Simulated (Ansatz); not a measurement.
**Computed generalised stacking-fault energy along a line: ZnO (wurtzite)**

Generalised stacking fault of ZnO (wurtzite) on the (0001) plane, glide cut. The cell below holds the perfect crystal with the plane normal along z; tilting its third vector by the shift puts one fault into each cell, between planes 0.64 Å apart, at fixed cell height.

```
ZnO
1.0
    3.27960     0.00000     0.00000
    1.63980     2.84021     0.00000
    0.00000     0.00000    15.87991
Zn O
6 6
Direct
  0.66667   0.66667   0.97985
  0.66667   0.66667   0.31318
  0.66667   0.66667   0.64652
  0.33333   0.33333   0.14652
  0.33333   0.33333   0.47985
  0.33333   0.33333   0.81318
  0.66667   0.66667   0.18682
  0.66667   0.66667   0.52015
  0.66667   0.66667   0.85348
  0.33333   0.33333   0.02015
  0.33333   0.33333   0.35348
  0.33333   0.33333   0.68682
```

In-plane vectors a = (3.280, 0.000) Å, b = (1.640, 2.840) Å, area 9.31 Å². The shift is s times the vector a + b (length 5.680 Å), so s = 1 restores the start. Atoms relax along the normal only. γ = [E(shift) − E(0)] / area.

Level of theory: PBE (plane waves to 420 eV, PAW, scalar-relativistic; Ansatz, a first-principles code). k mesh 10×10×2 (Γ-centred), Fermi-Dirac smearing 0.05 eV. Energies are extrapolated to zero smearing. Compression counts positive. Some relaxations began with atoms very close together and may have settled on another branch. As the smearing reaches across the gap at some points, the k mesh leaves noise in γ, roughly 0.02 J/m² as judged from a few cases. Faults lie only 15.9 Å apart, and holding the cell height raises γ above its relaxed value. ZnO was relaxed with its symmetry unable to fall. The zero of γ is zero shift.

| shift (Å) | γ (J/m²) | σ normal to the fault (GPa) |
|---|---|---|
| 0.000 | 0.00 | 0.0 |
| 0.473 | 1.61 | 5.3 |
| 0.947 | 3.71 | 12.0 |
| 1.420 | 4.63 | 15.1 |
| 1.893 | 4.88 | 16.1 |
| 2.367 | 4.63 | 15.1 |
| 2.840 | 3.72 | 12.0 |
| 3.314 | 1.64 | 5.3 |
| 3.787 | 0.05 | 0.2 |
| 4.260 | 0.58 | 2.1 |
| 4.734 | 0.86 | 3.2 |
| 5.207 | 0.55 | 1.9 |

Read from the data:

- Highest computed γ on the line = 4.88 J/m²
- Position of the highest point = s = 0.333
- Local minima between the ends = s = 0.667
- γ at the local minimum along the line, s = 0.667 = 0.05 J/m²
- Lower barrier from zero shift into that minimum (unstable fault energy, highest computed point) = 0.86 J/m²
- Steepest slope dγ/d(shift) before the first maximum (spline) = 49 GPa

(The slope of γ gives the shear force per area between the displaced halves; near zero shift its curvature is an elastic stiffness.)
